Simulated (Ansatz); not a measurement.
Values for one crystal, relaxed and computed with plane-wave PAW r²SCAN (Ansatz code); other levels are named.

- Volume per atom: 23.30 Å³
- Band gap: 0.78 eV (indirect)
- Conduction-band minimum: on the Γ–X line, 95 % of the way from Γ (6 equivalent valleys)
- Hole effective mass, band 2 of 3 at the edge: 0.23 along [100], 0.33 along [110], 0.29 along [111] (mₑ)
- HSE06 gap on the r²SCAN cell: 1.14 eV
- Electron effective mass: 0.22, 0.31, 0.31 mₑ (principal values)
- Elastic constants (relaxed ions, GPa): C11 = 115, C12 = 42.6, C44 = 45.9

### Question
Which of these materials gives this?
A) C, Fd-3m (C on 8b, C on 32e)
B) C, I4/mmm (C on 8h)
C) Si, Fd-3m (Si on 8a, Si on 32e, Si on 96g)
D) C, Fd-3m (C on 32e)

### Answer
C, Si, Fd-3m (Si on 8a, Si on 32e, Si on 96g)

The workflow started from a Materials Project entry (that database holds measured and hypothetical structures alike). Its sites differ from those of the usual phase in this space group: another stacking or structure type. The cell was relaxed with r²SCAN under the symmetry of its start; its stability against distortions is not shown here.

Potentials: the earlier of the program's two PAW sets.
